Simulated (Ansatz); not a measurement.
Relaxed-ion elastic tensor of GaAs (wurtzite, P6_3mc) in GPa (Voigt order), LDA (plane waves, PAW; program Ansatz); density 5.47 g/cm³, 21.97 Å³ per atom.

```tsv
	1	2	3	4	5	6
1	141	48.2	31.2	0.0	0.0	0.0
2	48.2	141	31.2	0.0	0.0	0.0
3	31.2	31.2	165	0.0	0.0	0.0
4	0.0	0.0	0.0	36.6	0.0	0.0
5	0.0	0.0	0.0	0.0	36.6	0.0
6	0.0	0.0	0.0	0.0	0.0	46.4
```

Task: Is the crystal mechanically stable?

Result: Yes: the smallest eigenvalue of C is 36.6 GPa.

Task: Work out the Voigt, Reuss and Hill averages.

Result: K_V = 74.2, K_R = 74.2, K_H = 74.2; G_V = 46.3, G_R = 44.2, G_H = 45.3 GPa.

Task: Give Young's modulus, Poisson's ratio, Pugh's ratio and the universal anisotropy index.

Result: E = 9KG/(3K + G) = 113 GPa; ν = 0.25; K/G = 1.64 (brittle by the Pugh limit of 1.75); A_U = 5G_V/G_R + K_V/K_R − 6 = 0.24.

Task: Estimate the sound speeds and the Debye temperature.

Result: v_l = √((K + 4G/3)/ρ) = 4960 m/s, v_t = √(G/ρ) = 2880 m/s, mean 3190 m/s; Θ = (h/k)(3n/4πV)^(1/3) v_m = 340 K.

Task: How much does each axis shrink under pressure?

Result: Linear compressibilities β_i = Σ_j S_ij (j = 1 to 3): x 4.6, y 4.6, z 4.3 per TPa.

The workflow started from a Materials Project entry (that database holds measured and hypothetical structures alike); the Crystallography Open Database copy checked does not list it. It is not the phase usual at ambient conditions (space group No. 216). The LDA relaxation kept the symmetry of its start; phonons on a q-mesh show no instability.

Potentials: the later of the program's two PAW sets.
